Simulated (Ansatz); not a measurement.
# LiZn

The computed numbers are results of PBEsol, scalar-relativistic (no spin polarisation) in the plane-wave PAW code Ansatz at 420 eV, 8×8×8 k-mesh, Gaussian smearing of 0.05 eV; PAW files: Ansatz's generated set soft_2.

```yaml
crystal:
  lattice:
    - [0.00000, 3.02510, 3.02510]
    - [3.02510, 0.00000, 3.02510]
    - [3.02510, 3.02510, 0.00000]
  atoms:
    - { symbol: Li, position: [0.50000, 0.50000, 0.50000] }
    - { symbol: Li, position: [0.75000, 0.75000, 0.75000] }
    - { symbol: Zn, position: [0.00000, 0.00000, 0.00000] }
    - { symbol: Zn, position: [0.25000, 0.25000, 0.25000] }
```

The chain of runs began from a cell as deposited in COD, expanded in volume.

Cell and atoms are those of this level's equilibrium.

Path: Γ–X–U | K–Γ–L–W–X, with Γ = (0.000, 0.000, 0.000), X = (0.500, 0.000, 0.500), U = (0.625, 0.250, 0.625), K = (0.375, 0.375, 0.750), L = (0.500, 0.500, 0.500), W = (0.500, 0.250, 0.750) in reciprocal vectors of the calculation's cell.

Bands as a text map, energy in eV from the Fermi level (dashes), each leg drawn with the same width:
```
  4.86 |             *     **    **      * *  *         
  4.57 |  *                  *   ***         *   *      
  4.29 |            *       * * *  *      * *     *     
  4.00 |   *       *       * *  *   *****  *            
  3.71 |***               *  ***         **        *    
  3.43 |   **     *      *  *   *    ****           *   
  3.14 | *  *** ** ******     * *                    *  
  2.86 |      *****              *                    **
  2.57 | *                 *      *                     
  2.29 |  *                        *                    
  2.00 |                            ****                
  1.71 |                     *   *      *               
  1.43 |  *               *  *           *              
  1.14 |                                                
  0.86 |   *                             **             
  0.57 |   *             *  *                           
  0.29 |                    *     *        *            
  0.00 |----*-----------*-----------------*-------------
 -0.29 |              **   *                *           
 -0.57 |    **      **                                  
 -0.86 |      ******       *       *       * *        **
 -1.14 |        **        *                        ***  
 -1.43 |          **                        * *****     
 -1.71 |     *      **   *                   **         
 -2.00 |              *** *         *                   
 -2.29 |                                                
 -2.57 |                                                
 -2.86 |                 *                              
        Γ      X      UK       Γ       L       W       X
```

Problem. By these bands, is it a metal or an insulator, and if it has a gap, where are the band edges on this path?

Solution. A metal: bands cross the Fermi level. The relaxed cell is 9 % smaller in volume than the cell of this structure in the Crystallography Open Database (15.14 Å³/atom, 1979).
